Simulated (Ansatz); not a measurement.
# Structure optimisation: scandium, A15

The calculation used Ansatz 0.2.0, DFT, BLYP, plane waves (420 eV) with PAW, scalar-relativistic. The PAW files were generated under PBE, with cores re-solved for the functional.

k-point mesh 5×5×5, Fermi-Dirac smearing 0.1 eV, no spin polarisation. Cell and atoms relax.

Starting structure:

```yaml
crystal:
  lattice:
    - [5.8482009318, 0.0, 0.0]
    - [0.0, 5.8482009318, 0.0]
    - [0.0, 0.0, 5.8482009318]
  atoms:
    - { symbol: Sc, position: [0.0, 0.0, 0.0] }
    - { symbol: Sc, position: [0.5, 0.5, 0.5] }
    - { symbol: Sc, position: [0.25, 0.0, 0.5] }
    - { symbol: Sc, position: [0.75, 0.0, 0.5] }
    - { symbol: Sc, position: [0.5, 0.25, 0.0] }
    - { symbol: Sc, position: [0.5, 0.75, 0.0] }
    - { symbol: Sc, position: [0.0, 0.5, 0.25] }
    - { symbol: Sc, position: [0.0, 0.5, 0.75] }
hamiltonian:
  xc: blyp
  pseudopotentials:
    kind: paw
    azcp:
      Sc: "pseudopotentials/Sc.paw.azcp"
basis:
  ecutwfc: 420
  fft_grid_basis: typed
kpoints:
  mp_grid: { grid: [5, 5, 5], shift: [0, 0, 0] }
magnetization:
  spin_polarized: false
scf:
  occupations: { method: fermi_dirac, width: 0.1 }
relax:
  max_steps: 60
  f_tol: 0.01
  cell: {}
output:
  write_density: true
  write_potential: true
  elf: true
  volumetric_format: npy
```

Problem. The pressure at the start is 1.9 GPa. By how much does the volume change?

Solution. From 25.00 to 25.97 Å³ per atom, 3.9 %. The final cell has a = 5.923 Å.

Problem. How much energy does the relaxation gain?

Solution. 5.4 meV per atom.

Path of the relaxation (the plane waves are chosen anew near the end, which can shift the energy a little):

```tsv
step	E − E(final) (meV/atom)	V (Å³/atom)	P (GPa)	max force (eV/Å)
0	5.36	25.002	1.85	0.000
1	0.74	26.283	-0.57	0.000
2	0.12	25.971	-0.02	0.000
3	0.00	25.971	-0.03	0.000
```
